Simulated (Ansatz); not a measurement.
Relaxed Zr (hcp, Mg type):

```
CELL_PARAMETERS angstrom
      3.23160     0.00000     0.00000
     -1.61580     2.79864     0.00000
      0.00000     0.00000     5.17363
ATOMIC_POSITIONS crystal
  Zr 0.33333 0.66667 0.75000
  Zr 0.66667 0.33333 0.25000
```

In this cell atom 2 (Zr, nearest neighbour Zr at 3.189 Å; its periodic images, 3.2 Å or more away, move with it) is moved by s towards the nearest neighbour, unit vector (-0.507, 0.292, -0.811); all other atoms and the cell stay fixed.

These are PBE (plane waves to 420 eV, PAW, scalar-relativistic; Ansatz, a quantum-chemistry and plane-wave program) values and carry that method's errors. k mesh 13×13×7 (Γ-centred), Fermi-Dirac smearing 0.05 eV. E stands for the smeared free energy. Left out: 1 of 11 points, with atoms too close for the PAW data. With partly filled bands, energies and forces of such displacements shift with the k mesh and the smearing. The PAW data are Ansatz's earlier set. Zr is run without spin polarisation. Zr was relaxed with its symmetry unable to fall. ΔE is measured from the undisplaced structure.

Question: What ΔE (meV/cell) does the calculation give at s (Å) = -0.640, -0.512, -0.384, -0.256, 0.128, 0.256?

Answer: 
```csv
s (Å),ΔE (meV/cell)
-0.640,811
-0.512,489
-0.384,258
-0.256,106
0.128,23
0.256,106
```

(For displaced atoms, the force is minus the slope of the energy, and its curvature is a force constant, which sets phonon frequencies.)
